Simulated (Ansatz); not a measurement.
Rh:
```xyz
2
Lattice="0.0000 2.7302 2.7302 2.7302 0.0000 2.7302 2.7302 2.7302 0.0000" Properties=species:S:1:pos:R:3 pbc="T T T"
Rh     0.0000     0.0000     0.0000
Rh     1.3651     1.3651     1.3651
```

Relaxed with r²SCAN.

Question: Map the electron localisation function on the plane through (0.000, 0.000, 0.000) spanned by u = [1, 0, 0] and v = [-1, 1, 1] in lattice vectors, from the program Ansatz at the r²SCAN level (PAW).

Answer: x is the fraction of u, y of v (the angle between them is 90°; rows are the nearest grid lines); atoms in the plane: Rh at (0.00, 0.00), Rh at (0.50, 0.25).
```
|99875223222232257899|
|99874212222221247899|
|88863111111111136888|
|55421000000000012455|
|33211000000000011233|
|22111000000000011122|
|22211000000000011222|
|22111000000000011122|
|11100000000000000111|
|00000000111100000000|
|00000011111111000000|
|00000111222211100000|
|00000111222211100000|
|00000011222211000000|
|00000012455421000000|
|11111247888874211111|
|22211368999986311222|
|22222368999986322222|
|22232367899876323222|
|33233356888865333233|
|55433345788754333455|
|88754333333333345788|
|99864333222233346899|
|99875223222232257899|
```
Scale: ten equal steps from 0.060 (start of '0') to 0.780 (end of '9'), in the order '0123456789'; x runs from 0.000 to 1.00, y from 0.000 (bottom) to 1.00 (top).

The density is the valence pseudo-density with augmentation charge, so density and ELF within about 1 Å of a nucleus are not all-electron values.

Space group Fd-3m (diamond). The start of the workflow was typed in or built on a structure type; neither database checked (COD, Materials Project) lists it. It is not the phase usual at ambient conditions (space group No. 225). The r²SCAN relaxation kept the symmetry of its start. At this level the phase is mechanically unstable. The workflow began spin-polarised and lost its moments.

Potentials: the earlier of the program's two PAW sets.
